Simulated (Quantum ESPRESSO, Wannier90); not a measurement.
## RbH (rock salt): Wannier90 run

Structure: Materials Project mp-24721, symmetrised, not relaxed again. COD (Crystallography Open Database) has an entry of this formula and space group (matched by these alone). Computed values, not measurements, from PBEsol: Quantum ESPRESSO (norm-conserving PseudoDojo potentials, cutoff 58 Ry, no spin polarisation, no spin-orbit coupling) on a Γ-centred 10×10×10 mesh, then Wannier90. Density: 10×10×10 mesh, cold smearing 0.01 Ry.

On the energy scale of pw.x, whose zero is arbitrary, the valence-band maximum lies at 2.25 eV.

Input w.win:

```
num_bands = 1
num_wann = 1
exclude_bands = 1-4,6-11
num_iter = 1000
conv_tol = 1.0e-6
conv_window = 4
num_cg_steps = 20
write_hr = true
write_u_matrices = true
auto_projections = true
begin unit_cell_cart
ang
    0.0000000000    3.0040800000    3.0040800000
    3.0040800000    0.0000000000    3.0040800000
    3.0040800000    3.0040800000    0.0000000000
end unit_cell_cart
begin atoms_frac
Rb   0.5000000000  0.5000000000  0.5000000000
H    0.0000000000  0.0000000000  0.0000000000
end atoms_frac
mp_grid = 10 10 10
begin kpoints
0.0000000000 0.0000000000 0.0000000000
0.0000000000 0.0000000000 0.1000000000
0.0000000000 0.0000000000 0.2000000000
... (997 more lines: the 10x10x10 mesh through Gamma)
end kpoints
```

Input of pw2wannier90.x that gives the overlap and projection files (equivalent; here they were cut from one run over all bands):

```
&inputpp
  outdir = './out'
  prefix = 'pwscf'
  seedname = 'w'
  write_amn = .true.
  write_mmn = .true.
  atom_proj = .true.
  atom_proj_exclude = 1 2 3 4 5
/
```

Output w.wout (banner and timings cut):

```
                                    ------
                                    SYSTEM
                                    ------

                              Lattice Vectors (Ang)
                    a_1     0.000000   3.004080   3.004080
                    a_2     3.004080   0.000000   3.004080
                    a_3     3.004080   3.004080   0.000000

                   Unit Cell Volume:      54.22062  (Ang^3)

                        Reciprocal-Space Vectors (Ang^-1)
                    b_1    -1.045775   1.045775   1.045775
                    b_2     1.045775  -1.045775   1.045775
                    b_3     1.045775   1.045775  -1.045775

 *----------------------------------------------------------------------------*
 |   Site       Fractional Coordinate          Cartesian Coordinate (Ang)     |
 +----------------------------------------------------------------------------+
 | rb   1   0.50000   0.50000   0.50000   |    3.00408   3.00408   3.00408    |
 | h    1   0.00000   0.00000   0.00000   |    0.00000   0.00000   0.00000    |
 *----------------------------------------------------------------------------*
                                ------------
                                K-POINT GRID
                                ------------

             Grid size = 10 x 10 x 10      Total points = 1000

 *---------------------------------- MAIN ------------------------------------*
 |  Number of Wannier Functions               :                 1             |
 |  Number of Objective Wannier Functions     :                 1             |
 |  Number of input Bloch states              :                 1             |
 |  Output verbosity (1=low, 5=high)          :                 1             |
 |  Timing Level (1=low, 5=high)              :                 1             |
 |  Optimisation (0=memory, 3=speed)          :                 3             |
 |  Length Unit                               :               Ang             |
 |  Post-processing setup (write *.nnkp)      :                 F             |
 |  Using Gamma-only branch of algorithms     :                 F             |
 *----------------------------------------------------------------------------*
 *------------------------------- WANNIERISE ---------------------------------*
 |  Total number of iterations                :              1000             |
 |  Number of CG steps before reset           :                20             |
 |  Trial step length for line search         :             2.000             |
 |  Convergence tolerence                     :         0.100E-05             |
 |  Convergence window                        :                 4             |
 |  Iterations between writing output         :                 1             |
 |  Iterations between backing up to disk     :               100             |
 |  Write r^2_nm to file                      :                 F             |
 |  Write xyz WF centres to file              :                 F             |
 |  Write on-site energies <0n|H|0n> to file  :                 F             |
 |  Use guiding centre to control phases      :                 F             |
 |  Use phases for initial projections        :                 F             |
 *----------------------------------------------------------------------------*
 *-------------------------------- PLOTTING ----------------------------------*
 |  Plotting Hamiltonian in WF basis          :                 T             |
 *----------------------------------------------------------------------------*

       ... (k-mesh section left out)

 Starting a new Wannier90 calculation ...

 Reading overlaps from w.mmn

 Reading projections from w.amn

 *------------------------------- WANNIERISE ---------------------------------*
 +--------------------------------------------------------------------+<-- CONV
 | Iter  Delta Spread     RMS Gradient      Spread (Ang^2)            |<-- CONV
 +--------------------------------------------------------------------+<-- CONV

 ------------------------------------------------------------------------------
 Initial State
  WF centre and spread    1  (  0.000000, -0.000000,  0.000000 )     2.13755945
  Sum of centres and spreads (  0.000000, -0.000000,  0.000000 )     2.13755945

      0     0.214E+01     0.0000000000        2.1375594542  <-- CONV
        O_D=      0.0000000 O_OD=      0.0000000 O_TOT=      2.1375595 <-- SPRD
 ------------------------------------------------------------------------------
      1     0.000E+00     0.0000000111        2.1375594542  <-- CONV
        O_D=      0.0000000 O_OD=      0.0000000 O_TOT=      2.1375595 <-- SPRD
      2     0.000E+00     0.0000000111        2.1375594542  <-- CONV
        O_D=      0.0000000 O_OD=      0.0000000 O_TOT=      2.1375595 <-- SPRD
      3     0.000E+00     0.0000000111        2.1375594542  <-- CONV
        O_D=      0.0000000 O_OD=      0.0000000 O_TOT=      2.1375595 <-- SPRD
      4     0.000E+00     0.0000000111        2.1375594542  <-- CONV
        O_D=      0.0000000 O_OD=      0.0000000 O_TOT=      2.1375595 <-- SPRD
             <<<     Delta < 1.000E-06  over  4 iterations     >>>
             <<< Wannierisation convergence criteria satisfied >>>
 Final State
  WF centre and spread    1  (  0.000000, -0.000000,  0.000000 )     2.13755945
  Sum of centres and spreads (  0.000000, -0.000000,  0.000000 )     2.13755945

         Spreads (Ang^2)       Omega I      =     2.137559454
        ================       Omega D      =     0.000000000
                               Omega OD     =     0.000000000
    Final Spread (Ang^2)       Omega Total  =     2.137559454
```
